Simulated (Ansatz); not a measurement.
## Zone-centre phonons of HfN at 50 GPa: input and output

These are results of DFT PBEsol, scalar-relativistic, plane waves, PAW (Ansatz), not measurements.

Launched with:
```bash
ansatz run input.yaml --threads 1 --pin off --max-ram 3072MiB --backend cpu --events-out ev --progress --plain --runs-dir out
```

Input (bare energies are in eV):
```yaml
crystal:
  lattice:
    - [0.0, 2.1535179811, 2.1535179811]
    - [2.1535179811, 0.0, 2.1535179811]
    - [2.1535179811, 2.1535179811, 0.0]
  atoms:
    - { symbol: Hf, position: [0.0, 0.0, 0.0] }
    - { symbol: "N", position: [0.5, 0.5, 0.5] }
basis:
  ecutwfc: 420
kpoints:
  mp_grid: { grid: [16, 16, 16] }
hamiltonian:
  xc: pbesol
scf:
  occupations: { method: fermi_dirac, width: 0.15 }
output:
  eigenvalues: true
phonons:
  method: dfpt
  eigenvectors: true
```

The end of the output:
```
--- Phonons (Γ-DFPT): 2 representative perturbations + reference, on 349 of 4096 k-points (Σ response iterations 6) ---
  k mesh reduced under 8 symmetry operations, with k and −k counted as one. Each operation leaves every solved perturbation unchanged. A smaller set is not used because it would not reduce the number of displacements ...
  ASR residual: 3.860e-4 → 0.000e0 eV/Å²; symmetrization residual: 3.760e-7 eV/Å²
  ASR residual per site (eV/Å²): 3.86e-4 1.32e-4
  Γ frequencies (cm⁻¹): 0.00 0.00 0.00 632.85 632.85 632.85
  non-analytic LO–TO correction: not included (Born effective charges unavailable; polar crystals: no LO–TO splitting at Γ)
```

The run took 44 s on 1 thread of Arm Neoverse V2, on a shared host, peak memory 0.72 GiB.

In a metal, frequencies and elastic constants depend on the k mesh and the smearing, soft modes and shear constants most. Spin–orbit coupling is left out, which can shift energies with elements as heavy as these. Other phases may be more stable at this pressure.